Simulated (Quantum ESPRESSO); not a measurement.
pw.x input (Quantum ESPRESSO 7.5; LDA, PseudoDojo standard norm-conserving files, scalar-relativistic):

```
&CONTROL
  calculation = 'scf'
  pseudo_dir = './pseudo'
  outdir = './out'
  tprnfor = .true.
  tstress = .true.
/
&SYSTEM
  ibrav = 0
  nat = 10
  ntyp = 4
  ecutwfc = 88.0
  ecutrho = 352.0
  occupations = 'smearing'
  smearing = 'fd'
  degauss = 0.002
  nbnd = 52
/
&ELECTRONS
  conv_thr = 1e-09
/
ATOMIC_SPECIES
F 18.9984 F.upf
Na 22.9898 Na.upf
Sc 44.9559 Sc.upf
Tl 204.3800 Tl.upf
CELL_PARAMETERS angstrom
  0.000000000000   4.375720000000   4.375720000000
  4.375720000000   0.000000000000   4.375720000000
  4.375720000000   4.375720000000   0.000000000000
ATOMIC_POSITIONS crystal
F   0.766860000000   0.233140000000   0.233140000000
F   0.233140000000   0.766860000000   0.766860000000
F   0.233140000000   0.766860000000   0.233140000000
F   0.766860000000   0.233140000000   0.766860000000
F   0.233140000000   0.233140000000   0.766860000000
F   0.766860000000   0.766860000000   0.233140000000
Na   0.500000000000   0.500000000000   0.500000000000
Sc   0.000000000000   0.000000000000   0.000000000000
Tl   0.250000000000   0.250000000000   0.250000000000
Tl   0.750000000000   0.750000000000   0.750000000000
K_POINTS automatic
6 6 6 0 0 0
```

End of the output:

```
     total energy              =    -726.62875629 Ry
     estimated scf accuracy    <       0.00000002 Ry
     total energy              =    -726.62875630 Ry
     estimated scf accuracy    <          8.4E-09 Ry
     total energy              =    -726.62875630 Ry
     estimated scf accuracy    <          1.1E-09 Ry
[...]
     the Fermi energy is     4.5279 ev
!    total energy              =    -726.62875630 Ry
     estimated scf accuracy    <          2.1E-10 Ry
     smearing contrib. (-TS)   =       0.00000000 Ry
     internal energy E=F+TS    =    -726.62875630 Ry
     The total energy is F=E-TS. E is the sum of the following terms:
     one-electron contribution =    -295.99529572 Ry
     hartree contribution      =     197.77592287 Ry
     xc contribution           =    -169.80481514 Ry
     ewald contribution        =    -458.60456832 Ry
     convergence has been achieved in  11 iterations
     Forces acting on atoms (cartesian axes, Ry/au):
     atom    1 type  1   force =    -0.01430079    0.00000000    0.00000000
     atom    2 type  1   force =     0.01430079    0.00000000    0.00000000
     atom    3 type  1   force =     0.00000000   -0.01430079    0.00000000
     atom    4 type  1   force =     0.00000000    0.01430079   -0.00000000
     atom    5 type  1   force =     0.00000000    0.00000000   -0.01430079
     atom    6 type  1   force =     0.00000000    0.00000000    0.01430079
     atom    7 type  2   force =    -0.00000000    0.00000000    0.00000000
     atom    8 type  3   force =    -0.00000000   -0.00000000   -0.00000000
     atom    9 type  4   force =    -0.00000000    0.00000000    0.00000000
     atom   10 type  4   force =     0.00000000   -0.00000000    0.00000000
     Total force =     0.035030     Total SCF correction =     0.000030
     Computing stress (Cartesian axis) and pressure
          total   stress  (Ry/bohr**3)                   (kbar)     P=      -65.41
  -0.00044468  -0.00000000   0.00000000          -65.41       -0.00        0.00
  -0.00000000  -0.00044468   0.00000000           -0.00      -65.41        0.00
   0.00000000   0.00000000  -0.00044468            0.00        0.00      -65.41
```
In a gapped system the printed Fermi energy is only some level inside the gap.

Spin-orbit coupling is not included.

Geometry of the Materials Project entry, not relaxed at this level.
